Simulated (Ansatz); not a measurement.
Input:

SiGe (NiAs type, space group No. 194), a = b = 3.675 Å, c = 6.289 Å, α = β = 90.00°, γ = 120.00°.

This is the PBE-relaxed structure.

### Question
All from PBE (plane waves, PAW; program Ansatz), unless another level is named. Estimate the electronic character.

### Answer
metallic (no gap).

### Question
What about the density of states at the Fermi level?

### Answer
0.48 states/eV per atom (mean over ±0.08 eV).

### Question
Next, the formation energy from the elements (no fitted shifts)?

### Answer
398 meV/atom.

Space group P6_3/mmc (NiAs type). The cell is a constructed one: a structure type filled with these elements; neither database checked (COD, Materials Project) lists it. Whether it is the stable phase at ambient conditions was not checked. The PBE relaxation kept the symmetry of its start; whether a distortion lowers the energy is not shown. The references are the lowest solids computed at this level, not always the standard phases. Scalar-relativistic: spin–orbit coupling is off unless named, which matters more the heavier the elements.

Potentials: the later of the program's two PAW sets.
